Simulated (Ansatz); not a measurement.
**How long does this Ansatz run take?**

```yaml
crystal:
  lattice:
    - [2.3, -7.725, 0.0]
    - [2.3, 7.725, 0.0]
    - [0.0, 0.0, 4.76]
  atoms:
    - { symbol: Tl, position: [0.0, 0.0, 0.0] }
    - { symbol: Ag, position: [0.5, 0.5, 0.5] }
    - { symbol: Ag, position: [0.3048473905, 0.6951526095, 0.0] }
    - { symbol: Ag, position: [0.6951526095, 0.3048473905, 0.0] }
    - { symbol: Te, position: [0.1504941129, 0.8495058871, 0.5] }
    - { symbol: Te, position: [0.8495058871, 0.1504941129, 0.5] }
kpoints:
  mp_grid: { grid: [8, 8, 7] }
scf:
  occupations: { method: fermi_dirac, width: 0.05 }
hamiltonian:
  xc: r2scan
  pseudopotentials: { kind: paw }
output:
  forces: true
  stress: true
  populations: true
  efg: { contact_densities: true }
```

```sh
ansatz run input.yaml --threads 1 --pin off --max-ram 3072MiB --backend cpu --events-out ev --progress --plain --runs-dir out
```

It runs on 1 thread of Arm Neoverse N1 (aarch64; 36 cores open to the job, memory cap 3.0 GiB, no GPU), a shared host with a load of 0.9 a core.

Task: How much time and memory should be set aside?

Result: About 5.2 min of wall time (5.1 min of CPU time) and 1.4 GiB. The run holds 102 valence electrons in 62 bands, about 4285 plane waves a k-point and 84 irreducible k-points, and took 10 SCF iterations. Times on a shared host vary by tens of per cent.
